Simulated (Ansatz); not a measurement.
A relaxed cell of NiC3N3 is given with its symmetry left out. The cell was found from a structure generator's guess, not taken from experiment.

Level of theory: DFT PBE, scalar-relativistic, plane waves, PAW in Ansatz. Cutoff 420 eV, Γ-centred mesh, Gaussian smearing, collinear spin.

```
Ni C N
1.0
     0.00000    5.07709    5.07709
     5.07709    0.00000    5.07709
     5.07709    5.07709    0.00000
Ni C N
2 6 6
Cartesian
  0.0000 0.0000 0.0000
  5.0771 5.0771 5.0771
  1.8816 5.0771 5.0771
  5.0771 1.8816 5.0771
  5.0771 5.0771 1.8816
  8.2726 5.0771 5.0771
  5.0771 8.2726 5.0771
  5.0771 5.0771 8.2726
  3.0416 5.0771 5.0771
  5.0771 3.0416 5.0771
  5.0771 5.0771 3.0416
  7.1126 5.0771 5.0771
  5.0771 7.1126 5.0771
  5.0771 5.0771 7.1126
```

Energies over the elements count from the elements' standard structures at the same level (N₂ as a molecule), with no fitted energy shifts.

Problem. What space group does it have?

Solution. Fm-3m (No. 225). Conventional cell: a = 10.154 Å. Ni on its first site has 6 C at 1.88 Å; Ni on its second site has 6 N at 2.04 Å; C has 1 N at 1.16 Å and 1 Ni at 1.88 Å; N is surrounded by 1 C at 1.16 Å and 1 Ni at 2.04 Å.

Problem. How far does it lie from the elements in energy?

Solution. +0.513 eV/atom. A positive value: parting into the elements would lower its energy.

Problem. Is it a metal?

Solution. No, the gap on the 6×6×6 mesh is 1.37 eV.

Problem. Which magnetic moments does it keep?

Solution. 0.14 μB per atom net, the space between the atoms included; by site: Ni 1.6 μB.

Problem. From what recipe could a structure generator have reached it?

Solution. One such recipe: cyanide-bridged rock-salt net of two metals, 0 guest cations a cell (Fm-3m, No. 225). Other recipes can lead to the same cell.

The last run used collinear spin, a 6×6×6 mesh for its 14-atom cell and Gaussian smearing of 0.02 eV. Kohn–Sham gaps at this level usually fall short of measured ones. The reference form of C is held partly by dispersion forces, which this level lacks. Another magnetic order may lie lower. A structure relaxed within its symmetry needn't be a true minimum.
